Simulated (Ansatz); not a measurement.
YN (zinc blende, space group No. 216), the program Ansatz at the PBE level (PAW), all energies at zero smearing, with the estimated change up to a 700 eV cutoff added, with one set of potentials and settings (totals compare only within such a set). Cell of 2 atoms (1 N, 1 Y): -4235.587 eV.

```json
[
 {"element": "N", "reference phase": "Pa-3, 8 atoms in the cell", "E (eV/atom)": "-384.0325"},
 {"element": "Y", "reference phase": "P6_3/mmc, 2 atoms in the cell", "E (eV/atom)": "-3848.6668"}
]
```

Formation energy per atom, worked out: (-4235.587 − 1×(-384.0325) − 1×(-3848.6668))/2 = -1.444 eV/atom (-139 kJ per mol of atoms), at 0 K, without zero-point energy or fitted corrections.

Space group F-43m (zinc blende). The start of the workflow was typed in or built on a structure type; the Crystallography Open Database copy checked does not list it. COD files the formula under space group No. 225, so this cell is another polymorph or a model. Whether it is the stable phase at ambient conditions was not checked. The cell was relaxed with PBE under the symmetry of its start; whether a distortion lowers the energy is not shown. The run is not spin-polarised. The references are the lowest solids computed at this level, not always the standard phases (solids in place of the gases).

Potentials: the later of the program's two PAW sets.
